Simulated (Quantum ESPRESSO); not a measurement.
## Hf2NbF3O5 (one run as intended and one with a planted mistake)

Simulated, not a measurement. The program is pw.x of Quantum ESPRESSO 7.5 (plane-wave density functional theory). The cell is made up: 11 atoms on a fluorite lattice with one site empty, with randomly drawn elements, strain and displacements, not relaxed. PseudoDojo standard norm-conserving files (v0.5 for PBE, v0.4.1 for LDA and PBEsol) set the functional; there is no spin polarisation, spin-orbit coupling or dispersion term, and the masses in the input are unused placeholders.

The hafnium pseudopotential is less sure than the others, with forces about 3 percent (worst 6) and pressure in oxides about 1.5 GPa (worst 2.7) from a second method in checks, which no rerun with the same files tests.

Intended input:

```
&control calculation='scf', pseudo_dir='./dojo.nc.sr.pbe.v0_5.standard.upf', outdir='./o', disk_io='medium', tprnfor=.true., tstress=.true. /
&system ibrav=0, nat=11, ntyp=4, nbnd=50, ecutwfc=84.00895049, nosym=.true., tot_charge=0,
 occupations='smearing', smearing='fd', degauss=0.0018374661
/
&electrons conv_thr=7.350e-09, electron_maxstep=60, /
ATOMIC_SPECIES
F 1.0 F.upf
Hf 1.0 Hf.upf
Nb 1.0 Nb.upf
O 1.0 O.upf
CELL_PARAMETERS angstrom
5.0439 0.0763 -0.0281
0.0763 5.1886 -0.0659
-0.0281 -0.0659 5.2043
ATOMIC_POSITIONS angstrom
Hf 0.0161 -0.0375 -0.0789
Hf 0.0677 2.5613 2.6387
Nb 2.6223 2.6822 -0.0338
F 1.3058 1.2766 1.3996
O 1.3609 1.475 3.8633
O 1.4887 3.8438 1.206
F 1.4108 3.8773 3.7076
O 3.7494 1.4268 1.217
O 3.8502 1.287 3.7506
O 3.8402 4.0075 1.3236
F 3.8778 3.852 3.7613
K_POINTS automatic
4 4 4 1 1 1
```

The log is shortened where brackets say so; the opening notice, blank lines, dates and the lines on written files are dropped, and the path of the files is cut. It prints rydbergs, bohrs and kilobars, and counts compression as positive stress. Where no state is partly filled, the Fermi energy that it prints is only some level between the filled and the empty states on the mesh, and need not lie in the true gap.

Log of the intended run:

```
     Program PWSCF v.7.5
     Parallel version (MPI & OpenMP), running on       1 processor cores
     Number of MPI processes:                 1
     Threads/MPI process:                     1
     [start-up lines left out]
     bravais-lattice index     =            0
     lattice parameter (alat)  =       9.5328  a.u.
     unit-cell volume          =     918.7491 (a.u.)^3
     number of atoms/cell      =           11
     number of atomic types    =            4
     number of electrons       =        88.00
     number of Kohn-Sham states=           50
     kinetic-energy cutoff     =      84.0090  Ry
     charge density cutoff     =     336.0358  Ry
     scf convergence threshold =      7.3E-09
     mixing beta               =       0.7000
     number of iterations used =            8  plain     mixing
     Exchange-correlation= PBE
                           (   1   4   3   4   0   0   0)
     [axes and pseudopotential details left out]
   Cartesian axes
     site n.     atom                  positions (alat units)
         1        Hf     tau(   1) = (   0.0031916  -0.0074338  -0.0156406  )
         2        Hf     tau(   2) = (   0.0134204   0.5077355   0.5230788  )
         3        Nb     tau(   3) = (   0.5198278   0.5317020  -0.0067003  )
         4        F      tau(   4) = (   0.2588533   0.2530649   0.2774476  )
         5        O      tau(   5) = (   0.2697760   0.2923945   0.7658356  )
         6        O      tau(   6) = (   0.2951103   0.7619700   0.2390696  )
         7        F      tau(   7) = (   0.2796679   0.7686109   0.7349706  )
         8        O      tau(   8) = (   0.7432568   0.2828396   0.2412502  )
         9        O      tau(   9) = (   0.7632387   0.2551266   0.7434947  )
        10        O      tau(  10) = (   0.7612564   0.7944209   0.2623819  )
        11        F      tau(  11) = (   0.7687100   0.7635955   0.7456158  )
     number of k points=    32  Fermi-Dirac smearing, width (Ry)=  0.0018
                       cart. coord. in units 2pi/alat
        k(    1) = (   0.1238690   0.1212751   0.1233676), wk =   0.0625000
        k(    2) = (   0.1251730   0.1243343   0.3657397), wk =   0.0625000
     [further k points left out]
     Dense  grid:    95561 G-vectors     FFT dimensions: (  60,  60,  60)
     Estimated max dynamical RAM per process >     157.52 MB
     Initial potential from superposition of free atoms
     starting charge      87.9939, renormalised to      88.0000
     Starting wfcs are   62 randomized atomic wfcs
     total cpu time spent up to now is       20.4 secs
     per-process dynamical memory:    95.1 Mb
     Self-consistent Calculation
     iteration #  1     ecut=    84.01 Ry     beta= 0.70
     Davidson diagonalization with overlap
     ethr =  1.00E-02,  avg # of iterations =  2.0
     total cpu time spent up to now is       50.6 secs
     total energy              =    -661.40076185 Ry
     estimated scf accuracy    <       5.52024449 Ry
     iteration #  2     ecut=    84.01 Ry     beta= 0.70
     Davidson diagonalization with overlap
     ethr =  6.27E-03,  avg # of iterations =  6.2
     total cpu time spent up to now is      110.1 secs
     total energy              =    -657.49700110 Ry
     estimated scf accuracy    <      47.90203689 Ry
     [iterations 3 to 17 left out]
     iteration # 18     ecut=    84.01 Ry     beta= 0.70
     Davidson diagonalization with overlap
     ethr =  1.44E-11,  avg # of iterations =  4.7
     total cpu time spent up to now is      642.2 secs
     total energy              =    -664.41201305 Ry
     estimated scf accuracy    <       0.00000001 Ry
     iteration # 19     ecut=    84.01 Ry     beta= 0.70
     Davidson diagonalization with overlap
     ethr =  1.28E-11,  avg # of iterations =  2.0
     total cpu time spent up to now is      670.4 secs
     End of self-consistent calculation
     [lines on levels left out]
     the Fermi energy is     9.7785 ev
!    total energy              =    -664.41201305 Ry
     estimated scf accuracy    <          2.8E-09 Ry
     smearing contrib. (-TS)   =      -0.00000000 Ry
     internal energy E=F+TS    =    -664.41201305 Ry
     The total energy is F=E-TS. E is the sum of the following terms:
     one-electron contribution =    -191.16799066 Ry
     hartree contribution      =     141.75422036 Ry
     xc contribution           =    -157.53371795 Ry
     ewald contribution        =    -457.46452480 Ry
     convergence has been achieved in  19 iterations
     Forces acting on atoms (cartesian axes, Ry/au):
     atom    1 type  2   force =    -0.06867321    0.09818191    0.09427991
     atom    2 type  2   force =    -0.05161897   -0.09972421   -0.10689663
     atom    3 type  3   force =     0.04922478   -0.10281089    0.14936959
     atom    4 type  1   force =    -0.03371501   -0.00243223   -0.05306092
     atom    5 type  4   force =    -0.00333175    0.03101685    0.11667574
     atom    6 type  4   force =    -0.04434821   -0.06682475   -0.12806000
     atom    7 type  1   force =    -0.03098059    0.05085949    0.02879821
     atom    8 type  4   force =     0.01963539    0.06128499   -0.10801798
     atom    9 type  4   force =     0.06821232    0.03111257    0.06488024
     atom   10 type  4   force =     0.09623214   -0.01766472   -0.12274656
     atom   11 type  1   force =    -0.00063689    0.01700098    0.06477839
     Total force =     0.427904     Total SCF correction =     0.000107
     Computing stress (Cartesian axis) and pressure
          total   stress  (Ry/bohr**3)                   (kbar)     P=     -146.80
  -0.00061745   0.00014299  -0.00019241          -90.83       21.04      -28.30
   0.00014299  -0.00095924   0.00037414           21.04     -141.11       55.04
  -0.00019241   0.00037414  -0.00141713          -28.30       55.04     -208.47
     init_run     :     16.82s CPU     19.73s WALL (       1 calls)
     electrons    :    615.40s CPU    649.99s WALL (       1 calls)
     forces       :      6.38s CPU      6.47s WALL (       1 calls)
     stress       :     23.62s CPU     24.59s WALL (       1 calls)
     [timing details left out]
     PWSCF        :  11m 2.49s CPU  11m41.98s WALL
     JOB DONE.
```

A second run has one planted mistake: the smearing is too wide. The input lines that differ, file-writing options aside:

```
- &system ibrav=0, nat=11, ntyp=4, nbnd=50, ecutwfc=84.00895049, nosym=.true., tot_charge=0,
+ &system ibrav=0, nat=11, ntyp=4, nbnd=68, ecutwfc=84.00895049, nosym=.true., tot_charge=0,
-  occupations='smearing', smearing='fd', degauss=0.0018374661
+  occupations='smearing', smearing='fd', degauss=0.0543889968
```

Its log:

```
     Program PWSCF v.7.5
     Parallel version (MPI & OpenMP), running on       1 processor cores
     Number of MPI processes:                 1
     Threads/MPI process:                     1
     [start-up lines left out]
     bravais-lattice index     =            0
     lattice parameter (alat)  =       9.5328  a.u.
     unit-cell volume          =     918.7491 (a.u.)^3
     number of atoms/cell      =           11
     number of atomic types    =            4
     number of electrons       =        88.00
     number of Kohn-Sham states=           68
     kinetic-energy cutoff     =      84.0090  Ry
     charge density cutoff     =     336.0358  Ry
     scf convergence threshold =      7.3E-09
     mixing beta               =       0.7000
     number of iterations used =            8  plain     mixing
     Exchange-correlation= PBE
                           (   1   4   3   4   0   0   0)
     [axes and pseudopotential details left out]
   Cartesian axes
     site n.     atom                  positions (alat units)
         1        Hf     tau(   1) = (   0.0031916  -0.0074338  -0.0156406  )
         2        Hf     tau(   2) = (   0.0134204   0.5077355   0.5230788  )
         3        Nb     tau(   3) = (   0.5198278   0.5317020  -0.0067003  )
         4        F      tau(   4) = (   0.2588533   0.2530649   0.2774476  )
         5        O      tau(   5) = (   0.2697760   0.2923945   0.7658356  )
         6        O      tau(   6) = (   0.2951103   0.7619700   0.2390696  )
         7        F      tau(   7) = (   0.2796679   0.7686109   0.7349706  )
         8        O      tau(   8) = (   0.7432568   0.2828396   0.2412502  )
         9        O      tau(   9) = (   0.7632387   0.2551266   0.7434947  )
        10        O      tau(  10) = (   0.7612564   0.7944209   0.2623819  )
        11        F      tau(  11) = (   0.7687100   0.7635955   0.7456158  )
     number of k points=    32  Fermi-Dirac smearing, width (Ry)=  0.0544
                       cart. coord. in units 2pi/alat
        k(    1) = (   0.1238690   0.1212751   0.1233676), wk =   0.0625000
        k(    2) = (   0.1251730   0.1243343   0.3657397), wk =   0.0625000
     [further k points left out]
     Dense  grid:    95561 G-vectors     FFT dimensions: (  60,  60,  60)
     Estimated max dynamical RAM per process >     174.36 MB
     Initial potential from superposition of free atoms
     starting charge      87.9939, renormalised to      88.0000
     Starting wfcs are   62 randomized atomic wfcs +    6 random wfcs
     total cpu time spent up to now is       13.6 secs
     per-process dynamical memory:    91.2 Mb
     Self-consistent Calculation
     iteration #  1     ecut=    84.01 Ry     beta= 0.70
     Davidson diagonalization with overlap
     ethr =  1.00E-02,  avg # of iterations =  6.7
     total cpu time spent up to now is       50.0 secs
     total energy              =    -661.64513243 Ry
     estimated scf accuracy    <       5.24688525 Ry
     iteration #  2     ecut=    84.01 Ry     beta= 0.70
     Davidson diagonalization with overlap
     ethr =  5.96E-03,  avg # of iterations =  2.7
     total cpu time spent up to now is       86.7 secs
     total energy              =    -657.66470993 Ry
     estimated scf accuracy    <      48.11564316 Ry
     [iterations 3 to 16 left out]
     iteration # 17     ecut=    84.01 Ry     beta= 0.70
     Davidson diagonalization with overlap
     ethr =  3.49E-11,  avg # of iterations =  1.4
     total cpu time spent up to now is      612.2 secs
     total energy              =    -664.55015832 Ry
     estimated scf accuracy    <          8.9E-09 Ry
     iteration # 18     ecut=    84.01 Ry     beta= 0.70
     Davidson diagonalization with overlap
     ethr =  1.02E-11,  avg # of iterations =  2.0
     total cpu time spent up to now is      647.5 secs
     End of self-consistent calculation
     [lines on levels left out]
     the Fermi energy is     9.7871 ev
!    total energy              =    -664.55015832 Ry
     estimated scf accuracy    <          5.4E-09 Ry
     smearing contrib. (-TS)   =      -0.37005847 Ry
     internal energy E=F+TS    =    -664.18009985 Ry
     The total energy is F=E-TS. E is the sum of the following terms:
     one-electron contribution =    -191.27804358 Ry
     hartree contribution      =     142.12373242 Ry
     xc contribution           =    -157.56126388 Ry
     ewald contribution        =    -457.46452480 Ry
     convergence has been achieved in  18 iterations
     Forces acting on atoms (cartesian axes, Ry/au):
     atom    1 type  2   force =    -0.04046655    0.08728328    0.08356872
     atom    2 type  2   force =    -0.02898004   -0.08890236   -0.09761148
     atom    3 type  3   force =     0.03024433   -0.07835514    0.09266120
     atom    4 type  1   force =    -0.03609345   -0.00304031   -0.04749533
     atom    5 type  4   force =    -0.02232129    0.00752470    0.09310485
     atom    6 type  4   force =    -0.06272923   -0.03893473   -0.08892900
     atom    7 type  1   force =    -0.03269692    0.04627117    0.02820986
     atom    8 type  4   force =     0.04518726    0.04168683   -0.07859776
     atom    9 type  4   force =     0.05894265    0.02334842    0.05441238
     atom   10 type  4   force =     0.08238973   -0.01577896   -0.09610105
     atom   11 type  1   force =     0.00652351    0.01889711    0.05677761
     Total force =     0.342259     Total SCF correction =     0.000194
     Computing stress (Cartesian axis) and pressure
          total   stress  (Ry/bohr**3)                   (kbar)     P=      -99.08
  -0.00046503   0.00006097  -0.00013024          -68.41        8.97      -19.16
   0.00006097  -0.00061939   0.00034653            8.97      -91.12       50.98
  -0.00013024   0.00034653  -0.00093627          -19.16       50.98     -137.73
     init_run     :     12.31s CPU     13.48s WALL (       1 calls)
     electrons    :    619.10s CPU    633.98s WALL (       1 calls)
     forces       :      6.87s CPU      6.93s WALL (       1 calls)
     stress       :     25.08s CPU     25.23s WALL (       1 calls)
     [timing details left out]
     PWSCF        :  11m 3.71s CPU  11m20.76s WALL
     JOB DONE.
```

|  | intended run | run with the mistake |
| --- | --- | --- |
| free energy (eV) | -9039.786 | -9041.666 |
| smearing term -TS (eV) | 0.0000 | -5.0349 |
| pressure (GPa) | -14.68 | -9.91 |
| largest force component (eV/Å) | 3.840 | 2.510 |
| largest change of a force component (eV/Å) |  | 1.458 |
| iterations | 19 | 18 |

For scale, a rerun of the intended cell at a cutoff of 1467 eV and k mesh 6 x 6 x 6 moved values by no more than 0.002 eV in energy, 0.04 GPa in stress and 0.005 eV/Å in force. The number of bands, nbnd, was set by rule from the electron count and the smearing, so it follows the mistake.